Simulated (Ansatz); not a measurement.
Relaxed-ion elastic tensor of Ni (bcc (W type), space group No. 229) in GPa (Voigt order), the program Ansatz at the r²SCAN level (PAW); density 9.20 g/cm³, 10.59 Å³ per atom.

```
141  253  253  0.0  0.0  0.0
253  141  253  0.0  0.0  0.0
253  253  141  0.0  0.0  0.0
0.0  0.0  0.0  171  0.0  0.0
0.0  0.0  0.0  0.0  171  0.0
0.0  0.0  0.0  0.0  0.0  171
```

**Question.** Is the crystal mechanically stable?

**Answer.** No: the smallest eigenvalue of C is -112 GPa.

Space group Im-3m (bcc (W type)). The workflow started from a Materials Project entry (that database holds measured and hypothetical structures alike); the Crystallography Open Database copy checked does not list it. It is not the phase usual at ambient conditions (space group No. 225). Symmetry was held in the r²SCAN relaxation. At this level the phase is mechanically unstable. The final state is ferromagnetic, chosen from 3 collinear starts compared on coarse meshes (ties went to the first, and starts can fall back to one state), not a proven ground state. Other orbital occupations within this spin state were not tried. As this level gives no gap, shear constants depend on the k-mesh and smearing (Fermi–Dirac, 0.1 eV here).

Potentials: the earlier of the program's two PAW sets.
